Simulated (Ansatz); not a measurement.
GaN in space group P6_3/mmc (No. 194; Ga on 2d, N on 2b) under volume change, the program Ansatz at the r²SCAN+D4 level (PAW), shape and atoms relaxed at each volume.

```json
[
 {"V (Å³/atom)": "14.939", "E − E(relaxed) (meV/atom)": "11.3", "P (GPa)": "2.89"},
 {"V (Å³/atom)": "15.432", "E − E(relaxed) (meV/atom)": "4.5", "P (GPa)": "1.62"},
 {"V (Å³/atom)": "15.924", "E − E(relaxed) (meV/atom)": "1.0", "P (GPa)": "0.70"},
 {"V (Å³/atom)": "16.417", "E − E(relaxed) (meV/atom)": "0.0", "P (GPa)": "0.00"},
 {"V (Å³/atom)": "16.909", "E − E(relaxed) (meV/atom)": "0.8", "P (GPa)": "-0.49"},
 {"V (Å³/atom)": "17.402", "E − E(relaxed) (meV/atom)": "2.9", "P (GPa)": "-0.85"},
 {"V (Å³/atom)": "17.894", "E − E(relaxed) (meV/atom)": "5.9", "P (GPa)": "-1.09"}
]
```

Task: What does a third-order Birch–Murnaghan fit give for V₀, B₀ and B′?

Result: V₀ = 16.42 Å³/atom, B₀ = 19.7 GPa, B′ = 9.8.

The first step of the workflow began from a Materials Project structure, measured or hypothetical; the Crystallography Open Database copy checked does not list it. It is not the phase usual at ambient conditions (space group No. 186, 216). Symmetry was held in the r²SCAN+D4 relaxation; phonons on a q-mesh show weakly imaginary modes.

Potentials: the earlier of the program's two PAW sets.
